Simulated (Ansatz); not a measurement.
## Cl: reading a single point

```
Cl
1.0
     8.55807    0.00000    0.00000
     0.00000    8.55807    0.00000
     0.00000    0.00000    6.11862
Cl
16
Direct
  0.12500 0.16700 0.10700
  0.33300 0.62500 0.60700
  0.87500 0.83300 0.10700
  0.66700 0.37500 0.60700
  0.62500 0.33300 0.89300
  0.83300 0.87500 0.39300
  0.37500 0.66700 0.89300
  0.16700 0.12500 0.39300
  0.37500 0.33300 0.39300
  0.16700 0.87500 0.89300
  0.62500 0.66700 0.39300
  0.83300 0.12500 0.89300
  0.87500 0.16700 0.60700
  0.66700 0.62500 0.10700
  0.12500 0.83300 0.60700
  0.33300 0.37500 0.10700
```

Single point in Ansatz 0.2.0 with r2SCAN, no spin polarisation. Cutoff 500 eV, PAW datasets, 3×3×4 Γ-centred k mesh, cold filling (width 0.0161 eV).

(1) Metal or insulator? Give the gap.

(2) Which orbitals make up the band edges?

(3) What does the stress say?

(4) Where is the largest force?

Origin: a database entry at a rescaled volume. Caveats: the exchange-correlation potential is rough where the density is thin; an odd or shifted mesh can miss the band edges, so this level's true gap may be smaller; forces this large suggest misplaced atoms in the database entry; atoms or cell far from equilibrium.

Answers

(1) The gap on the k mesh is 0.45 eV; the mesh may miss the band edges, so the true gap of this level can be smaller.

(2) Within 0.7 eV of the edges, the states project mainly on Cl p (98 %) below the gap and on Cl p (80 %) above it.

(3) The pressure is 23.7 GPa (compression positive), so with the atoms held at these fractions the cell would first expand; the forces are large, so a full relaxation may end otherwise. The principal stresses 20.4, 20.4, 30.3 GPa differ, so its shape would change too.

(4) The largest is on Cl8 (and as large on other atoms): 4.97 eV/Å, components (-0.62, -3.01, 3.90). It makes 148° with the line to a nearest neighbour, Cl1 at 1.82 Å, pointing away from it.
